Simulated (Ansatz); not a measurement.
The start is a generated trial cell of WC in the NbAs structure type. The structure is fully relaxed (lattice and positions, P = 0) with r2SCAN (plane waves to 500 eV, PAW, scalar-relativistic; Ansatz, a program for electronic structure). The first steps use a coarse 11×11×11 k-mesh.

Input geometry:
```yaml
crystal:
  lattice:
    - [-1.40776, 1.40776, 4.76599]
    - [1.40776, -1.40776, 4.76599]
    - [1.40776, 1.40776, -4.76599]
  atoms:
    - { symbol: W, position: [0.50000, 0.50000, 0.00000] }
    - { symbol: W, position: [0.25000, 0.75000, 0.50000] }
    - { symbol: C, position: [0.91600, 0.91600, 0.00000] }
    - { symbol: C, position: [0.66600, 0.16600, 0.50000] }
```

Q: What pressure does the first self-consistent step give?

A: +48 GPa (positive: the cell is compressed).

Q: What is the largest force in the starting geometry, and on which atom (counted from 1)?

A: About 0.5 eV/Å, on W1, W2, C3, C4 (atoms numbered as listed).

Q: By how much does the energy per atom fall from start to end?

A: 0.15 eV/atom.

Q: How does the volume change?

A: +10.2 %, from 9.45 to 10.41 Å³/atom.

Q: How do the shortest distances between atoms change?

A: The closest pairs of elements (up to four, under 3.6 Å), start → end: C–W 2.12 → 2.20 Å; C–C 2.77 → 2.87 Å; W–W 2.77 → 2.87 Å.

Q: What band gap does the relaxed structure have at this level?

A: No gap (metallic).

Q: What does it relax into? Give the structure.

A: 
```cif
data_C4W4
_chemical_formula_sum 'W4 C4'
_space_group_name_H-M_alt 'I41md'
_space_group_IT_number 109
_space_group_name_Hall 'I 4bw -2'
_cell_length_a 2.87293
_cell_length_b 2.87293
_cell_length_c 10.08841
_cell_angle_alpha 90.000
_cell_angle_beta 90.000
_cell_angle_gamma 90.000
loop_
_atom_site_label
_atom_site_type_symbol
_atom_site_symmetry_multiplicity
_atom_site_Wyckoff_symbol
_atom_site_fract_x
_atom_site_fract_y
_atom_site_fract_z
_atom_site_occupancy
W1 W 4 a 0.00000 0.00000 0.74929 1
C1 C 4 a 0.00000 0.00000 0.16671 1
```
(The calculation used a cell of 4 atoms; values per cell refer to that cell.)

The space group stays I4₁md (No. 109) (the run could not lower it), with 4 atoms in the primitive cell. Final values are on a 23×23×23 k-mesh of the relaxed cell. No spin polarisation in the result.

The run could not lose the symmetry of its start: the end is stationary, and may be a saddle point rather than a minimum.

The relaxed structure here is a generated cell of WC: the first start was made by placing the elements on the sites of a structure type, and the end was not matched to a known phase here, so it may be hypothetical. Known forms of WC include space group No. 187.
